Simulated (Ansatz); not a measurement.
## PbS with Se replacing S: gradients before and after relaxing the atoms

Start: a supercell of PbS (rock salt type, Fm-3m) built from an entry of the Crystallography Open Database (COD) (the entry's cell lengths or inner coordinates differ somewhat from later room-temperature determinations), with all atoms left at the host's positions.

Space group Fm-3m (No. 225); a = 17.7945 Å.

| site | Wyckoff | site symmetry | x | y | z |
| --- | --- | --- | --- | --- | --- |
| Pb1 | 32f | .3m | 0.3333 | 0.8333 | 0.8333 |
| Pb2 | 24e | 4m.m | 0.5000 | 0.0000 | 0.8333 |
| Pb6 | 48h | m.m2 | 0.8333 | 0.1667 | 0.0000 |
| Pb27 | 4a | m-3m | 0.0000 | 0.5000 | 0.5000 |
| Se | 4b | m-3m | 0.5000 | 0.0000 | 0.0000 |
| S29 | 48i | m.m2 | 0.6667 | 0.1667 | 0.0000 |
| S32 | 32f | .3m | 0.8333 | 0.1667 | 0.1667 |
| S42 | 24e | 4m.m | 0.0000 | 0.5000 | 0.3333 |

One atom of each set is listed; the run and its k-mesh use a cell of 54 atoms with edges of 12.58, 12.58, 12.58 Å.

Method: Kohn–Sham DFT in Ansatz, PBE, plane waves and PAW, scalar-relativistic, 420 eV cutoff, Γ-centred 2×2×2 k-points, Fermi–Dirac smearing 0.01 eV.

The largest force at the start is 0.34 eV/Å. Relaxing the ions at fixed cell moves them by 0.050 Å at most (atom 5, Pb) and 0.018 Å rms.

| site | moved (Å) | first shell before | first shell after | V_zz before (10²¹ V/m²) | η before |
| --- | --- | --- | --- | --- | --- |
| Pb1 | 0.000 | 6 S at 2.97 Å | 6 S at 2.97 Å | -0.018 | 0.00 |
| Pb2 | 0.050 | 5 S at 2.97 Å, 1 Se at 2.97 Å | 5 S at 2.94–2.97 Å, 1 Se at 3.02 Å | -4.04 | 0.00 |
| Pb6 | 0.001 | 6 S at 2.97 Å | 6 S at 2.96–2.97 Å | 0.061 | 0.18 |
| Se | 0.000 | 6 Pb at 2.97 Å | 6 Pb at 3.02 Å | 0.00 | – |
| S29 | 0.004 | 6 Pb at 2.97 Å | 6 Pb at 2.96–2.97 Å | 0.078 | 0.32 |
| S32 | 0.000 | 6 Pb at 2.97 Å | 6 Pb at 2.97 Å | -0.007 | 0.00 |
| S42 | 0.020 | 6 Pb at 2.97 Å | 6 Pb at 2.94–2.97 Å | -0.044 | 0.00 |

Task: How do the gradients change?

Result: 

| site | V_zz after | η after | change of V_zz |
| --- | --- | --- | --- |
| Pb1 | 0.085 | 0.00 | +0.10 |
| Pb2 | -5.26 | 0.00 | -1.22 |
| Pb6 | -0.22 | 0.05 | – |
| Se | 0.00 | – | 0.00 |
| S29 | 0.29 | 0.94 | – |
| S32 | -0.031 | 0.00 | -0.02 |
| S42 | 0.079 | 0.00 | +0.12 |

The largest change of V_zz along a kept axis is on Pb2, from -4.04 to -5.26. In per cent, |V_zz| changes by +30 on Pb (all sites that start above 0.5). V_zz changes sign on S42 (same axis). On S29, Pb6 the largest principal value lies along another axis in the second run, so the two V_zz can't be compared directly. Other sites without a gradient aren't listed.

The defect repeats with the cell of 54 atoms, so it feels its images: sites between two images don't show the values beside a lone defect, and zeros or small values of η there can come from the images' arrangement. Spin–orbit coupling is left out, which shifts gradients on Pb by a few per cent in wide-gap crystals, and can shift them far more where the calculated gap is small or absent, as here. With a gap of 0.3 eV on this mesh, small gradients can still move by 0.1 × 10²¹ V/m² or more as the k-mesh gets denser.
Before: The neighbours have not yet relaxed around the defect (largest force 0.34 eV/Å), so a real crystal will differ.
After: The relaxation keeps the site symmetry m-3m of the start, so the impurity can't leave its site; a start off the site could end lower.
